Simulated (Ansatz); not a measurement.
Clean, relaxed (110) surface of Ta, space group Im-3m (No. 229) (top face towards +c; atoms held fixed, by place in the list: 1, 2):

```xyz
4
Lattice="2.8410 0.0000 0.0000 -0.9470 2.6785 0.0000 0.0000 0.0000 23.9590" Properties=species:S:1:pos:R:3 pbc="T T T"
Ta    0.9470    1.3393    8.5000
Ta    0.0000    0.0000   10.8197
Ta    0.9470    1.3393   13.1313
Ta    0.0000    0.0000   15.3494
```

Theory: DFT PBEsol, scalar-relativistic, plane waves, PAW in Ansatz 0.2.0. Plane waves to 420 eV, a k mesh through Γ of 11×11×1 on the computed 4-atom cell and Gaussian smearing (0.10 eV); no spin polarisation. A dipole correction removes the field between periodic images along c.

F (atom) is put at the top (Ta) at (0.00, 0.00) site, one adsorbate per 7.6 Å², and relaxed. The adsorption energy is E(slab + adsorbate) − E(slab) − E(free adsorbate, spin-polarised where open-shell). Heights count from the highest slab atom after relaxation. Bonded neighbours lie within 1.25 times the sum of covalent radii (1.35 for H) and, on that scale, within 12 % of the closest. With the adsorbate the cell is lengthened along c to keep the vacuum.

(1) How strongly does it bind, and where does its anchoring atom end?

(2) How high does its anchoring atom sit over the highest slab atom, and what is the shortest contact with the surface?

(3) The clean face has a work function of 4.87 eV. How does the adsorbate change it?

Each end is the local minimum or symmetric point that its start leads to. The slab is only 7.0 Å thick, so the energies aren't converged with thickness.

Spin polarisation was left out, and a magnetic state may lie lower.

Answers

(1) -5.44 eV; at (0.00, 0.00), 1 bonded neighbour (Ta).

(2) 1.85 Å; F–Ta 1.85 Å.

(3) By +2.12 eV.